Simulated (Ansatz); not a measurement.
Be (bcc (W type), space group No. 229) at seven volumes, DFT-LDA in the program Ansatz with PAW potentials, scaled uniformly. One row is withheld.

| V (Å³/atom) | P (GPa) |
|---|---|
| 6.785 | ? |
| 7.009 | 9.14 |
| 7.233 | 4.28 |
| 7.456 | 0.03 |
| 7.680 | -3.72 |
| 7.904 | -7.00 |
| 8.127 | -9.90 |

Fit the shown pressures and predict the withheld one.

P = (3/2)B₀(x^(7/2) − x^(5/2))[1 + (3/4)(B′ − 4)(x − 1)] with x = (V₀/V)^(2/3). Least squares on the six rows gives V₀ = 7.458 Å³/atom, B₀ = 133 GPa, B′ = 3.32. At V = 6.785, x = 1.0651 and P = 14.70 GPa. The run itself gave 14.69 GPa.

Space group Im-3m (bcc (W type)). The workflow started from a Materials Project entry (that database holds measured and hypothetical structures alike); the Crystallography Open Database copy checked does not list it. It is not the phase usual at ambient conditions (space group No. 194). Symmetry was held in the LDA relaxation; its stability against distortions is not shown here.

Potentials: the later of the program's two PAW sets.
